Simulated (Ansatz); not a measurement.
input.yaml

```yaml
crystal:
  lattice:
    - [2.4699988104, 0.0, 0.0]
    - [-1.2349994052, 2.1390817171, 0.0]
    - [0.0, 0.0, 6.79]
  atoms:
    - { symbol: C, position: [0.0, 0.0, 0.0] }
    - { symbol: C, position: [0.0, 0.0, 0.5] }
    - { symbol: C, position: [0.3333333333, 0.6666666667, 0.005] }
    - { symbol: C, position: [0.6666666667, 0.3333333333, 0.505] }
basis:
  ecutwfc: 500
kpoints:
  mp_grid: { grid: [12, 12, 4] }
hamiltonian:
  xc: r2scan
scf:
  occupations: { method: gaussian, width: 0.1 }
output:
  forces: true
  stress: true
  eigenvalues: true
```

Run as
```bash
ansatz run input.yaml --threads 1 --pin off --max-ram 2560MiB --backend cpu --events-out ev --progress --plain --runs-dir out
```

Computed with DFT r2SCAN, scalar-relativistic, plane waves, PAW in Ansatz.

From the run's log, abridged (final results; tables in files aren't shown):

```
SCF 1 converged in 7 iterations: F = -1006.632994 eV  dr2 = 3.77e-8
SCF converged after 7 iterations
Free energy (F): -1006.632994 eV
Harris-Foulkes:  -1006.632994 eV  (|F-HF|=3.77e-9)
Internal energy: -1006.631056 eV  (E = F + TS)
E sigma→0 (E₀):  -1006.632025 eV
Entropy (-TS):   -0.001938 eV (-0.485 meV/atom)
Fermi energy:    6.753361 eV
--- Per-component energies (eV) ---
  E_band       = -46.726495
  E_kinetic    = 361.457451
  E_local      = -617.041291  (includes V_loc(G=0)·N_el)
  E_nonlocal   = 107.291575
  E_hartree    = 187.290993
  E_xc         = -188.362772
  E_vxc        = -260.836480  (∫ρ·V_xc dr)
  E_paw        = -403.301015  (= ΣΔE_a)
  E_vpaw       = -26.748856  (= ΣTr[D̂ρ^β])
  E_aug_tail   = 0.000020  (compensation charges beyond the density's cutoff)
  E_vtau       = 14.566399  (kinetic-family band-sum trace: ∫τ·v_τ [+ j·A + Jᵃ·Aᵃ] dr)
  E_ewald      = -453.866923
  E_core_change = -0.099095  (= ΣΔE_core)
  E_smearing   = -0.001938  (= −TS)
--- Forces (eV/Å), atoms counted from 1 ---
  atom   1  C      0.00000000     0.00000000     0.59288730
  atom   2  C      0.00000000     0.00000000     0.59288730
  atom   3  C      0.00000000     0.00000000    -0.59294286
  atom   4  C      0.00000000     0.00000000    -0.59294286
--- Stress (GPa, compression-positive) ---
       -7.165507       0.000000       0.000000
        0.000000      -7.165507       0.000000
        0.000000       0.000000       0.860608
  P = ⅓ Tr σ = -4.4901 GPa (-44.901 kbar)
--- Band table (eV; the first three rows and the last of 57) ---
  k-point 0: bands = ["-14.0619", "-13.7889", "-2.1193", "-0.2038", "3.5366", "3.5366", "3.5541", "3.5541", "11.1236", "15.4026", "15.4026", "15.4531"]
  k-point 1: bands = ["-14.0239", "-13.8310", "-1.8791", "-0.5380", "3.5391", "3.5391", "3.5515", "3.5515", "11.8753", "15.4098", "15.4098", "15.4455"]
  k-point 2: bands = ["-13.9294", "-13.9294", "-1.2535", "-1.2535", "3.5453", "3.5453", "3.5453", "3.5453", "13.8058", "13.8058", "15.4273", "15.4273"]
  k-point 56: bands = ["-6.6878", "-6.6878", "-6.6826", "-6.6826", "-4.2581", "-4.2581", "6.7597", "6.7597", "6.7673", "6.7673", "17.2878", "17.2878"]
```

Self-consistency was reached.

It took 2.5 s on 1 thread of Intel(R) Xeon(R) 6975P-C (Granite Rapids), on a shared host, peak memory 0.43 GiB.

The k mesh is coarse. The cell holds layers, and r2SCAN describes their binding at middle range but leaves out its long-range dispersion part.